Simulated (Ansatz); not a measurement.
The relaxed structure here is a generated cell of TiC: the first start was made by placing the elements on the sites of a structure type, and the end was not matched to a known phase here, so it may be hypothetical. Known forms of TiC include space group No. 225.

One starting cell of TiC (a generated cell, TiC built in the NbAs structure type) was relaxed twice with Ansatz (plane waves, PAW, scalar-relativistic): with r2SCAN at 500 eV and with PBE at 420 eV. The r2SCAN result:

Space group I4₁md (No. 109); a = 2.826 Å, b = 2.826 Å, c = 10.635 Å, α = 90.00°, β = 90.00°, γ = 90.00°

```csv
atom,site,symmetry,x,y,z
Ti,4a,2mm.,0.0000,0.0000,0.0045
C,4a,2mm.,0.0000,0.0000,0.4115
```
(The calculation used a cell of 4 atoms; values per cell refer to that cell.)

| quantity | r2SCAN | PBE |
|---|---|---|
| space group | I4₁md | I4₁md |
| volume (Å³/atom) | 10.61 | [?] |
| a (Å) | 2.826 | [?] |
| c (Å) | 10.635 | [?] |
| gap (eV, no spin-orbit coupling) | 0.00 | [?] |

**Question.** What does PBE give for the same quantities?

**Answer.** 
- volume (Å³/atom), PBE: 10.68
- a (Å), PBE: 2.823
- c (Å), PBE: 10.716
- gap (eV, no spin-orbit coupling), PBE: 0.00

Both levels end in the same structure; PBE's volume is 0.6 % larger. Neither column is exact.

No spin polarisation in the result.

The run could not lower the symmetry of its start; a shaken copy of this end point relaxes with r2SCAN to Fm-3m (No. 225), 0.77 eV/atom lower.

Ansatz is a quantum-chemistry and plane-wave program.
